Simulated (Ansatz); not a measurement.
**Ti (Fm-3m), one atom moved along a line**

These are results of DFT r2SCAN, scalar-relativistic, plane waves, PAW in Ansatz 0.2.0, not measurements. The runs took a 500 eV cutoff, a Γ-centred 10×10×10 mesh and Gaussian smearing (0.15 eV). No spin polarisation. Energies are free energies at this smearing, counted from the undisturbed cell; pressure is positive in compression.

Zero of the scan (as given, not relaxed at this level; it stands at 4.4 GPa; this fcc form isn't the usual structure):

```
CELL_PARAMETERS angstrom
4.06000 -4.06000 0.00000
4.06000 0.00000 4.06000
0.00000 -4.06000 4.06000
ATOMIC_POSITIONS crystal
Ti 0.50000 0.00000 0.00000
Ti 0.50000 0.00000 0.50000
Ti 0.50000 0.50000 0.00000
Ti 0.50000 0.50000 0.50000
Ti 0.00000 0.00000 0.00000
Ti 0.00000 0.00000 0.50000
Ti 0.00000 0.50000 0.00000
Ti 0.00000 0.50000 0.50000
```

Atom 1 (Ti) is moved by x along the Cartesian unit vector (0.707, 0.707, 0.000); the cell and all other atoms stay fixed. The cell is metallic on the mesh throughout.

```
  x (Å)  ΔE (meV/cell)
-0.3000          234.6
-0.1800           75.7
-0.0600            7.8
 0.0000            0.0
 0.0900           17.8
 0.1200           32.2
 0.1500           51.4
 0.2100          105.7
 0.2400          141.9
 0.2700          184.7
```

Task: Predict the pressure (GPa) at each point.

Result:
```csv
x (Å),pressure (GPa)
-0.3000,5.0
-0.1800,4.6
-0.0600,4.4
0.0000,4.4
0.0900,4.5
0.1200,4.5
0.1500,4.5
0.2100,4.7
0.2400,4.8
0.2700,4.9
```